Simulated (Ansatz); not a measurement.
Levels of theory for ZrSi3O8 (tetragonal HfO2 sites, Pmm2)

All numbers come from the PAW code Ansatz. Values at 0 K without nuclear motion; no magnetic order is allowed, and the phase may be a hypothetical one.

The cell is ZrSi3O8 on the sites of tetragonal HfO2 (relaxed group Pmm2) (it has left that coordination); cell and atoms were relaxed with r2SCAN. Space group Pmm2 (No. 25), orthorhombic; conventional cell a = 3.470 Å, b = 5.814 Å, c = 5.746 Å, 9.66 Å³ an atom. Around Si lie 6 O at 1.66–2.15 Å; around Si lie 6 O at 1.64–2.04 Å; around O lie 1 Si at 1.64 Å and 1 Zr at 1.89 Å; around O lie 3 Si at 1.83–2.04 Å and 1 Zr at 2.41 Å; around O lie 4 Si at 1.80–2.15 Å; around O lie 2 Si at 1.66 Å; around Zr lie 6 O at 1.89–2.41 Å; around O lie 2 Si at 2.01 Å and 2 Zr at 2.02 Å (further sites aren't listed).

Relaxed lattice by functional, symmetry kept:

| functional | k mesh | a (Å) | b (Å) | c (Å) | volume (Å³/atom) |
| --- | --- | --- | --- | --- | --- |
| PBE | 8×4×6 | 3.552 | 5.772 | 6.357 | 10.86 |
| r2SCAN | 6×4×4 | 3.470 | 5.814 | 5.746 | 9.66 |
| PBEsol | 6×4×4 | 3.517 | 5.776 | 5.735 | 9.71 |

Gaps on the r2SCAN cell, each the least over its mesh and the special points:
```csv
level,k mesh,gap (eV),kind,edges,least direct gap (eV)
PBE,8×4×4,3.73,indirect,U → Γ,3.83
PBE+SOC,8×4×4,3.73,indirect,U → Γ,3.83
r2SCAN,8×4×4,4.43,indirect,U → Γ,4.53
HSE06,4×4×4,5.48,indirect,U → Γ,5.58
PBE0,4×4×4,6.24,indirect,U → Γ,6.34
```
PBE: smearing of 0.02 eV; the others have fixed occupations.
Wave cutoffs: 420 eV, 500 eV (r2SCAN).

The HSE06 gap is indirect, 5.48 eV (U to Γ), below the direct gap of 5.58 eV at Γ. Spin-orbit coupling changes the PBE gap by 0.00 eV, to 3.73 eV.

r2SCAN covers 40 % of the step from PBE to HSE06. For gaps to 0.1 eV, spin-orbit coupling (up to 0.01 eV here) can be left out. All these functionals give a gap of the same kind, indirect.

r2SCAN (ground state on 6×4×4): The clamped-ion dielectric constant comes out as 3.56, 3.98 and 3.37 along x, y and z. Born charges, averaged over directions: Si +3.92 to +3.94, O -2.27 to -1.78, Zr +4.47 e. The program notes that the ground state's band table doesn't vouch for all the bands that the response reads.

On the PBEsol cell (a = 3.517 Å, b = 5.776 Å, c = 5.735 Å), with PBEsol: One optical level at Γ is imaginary (56i cm⁻¹, printed negative), so this structure is unstable at this level. ε∞: 3.83, 4.30 and 3.60 along x, y and z. Born charges, averaged over directions: Si +3.88 to +3.90, O -2.25 to -1.74, Zr +4.40 e. The program notes that the ground state's band table doesn't vouch for all the bands that the response reads.

Only the levels marked +SOC include spin-orbit coupling.

The meshes of the hybrids are coarse, so their gaps aren't converged to the digits shown.
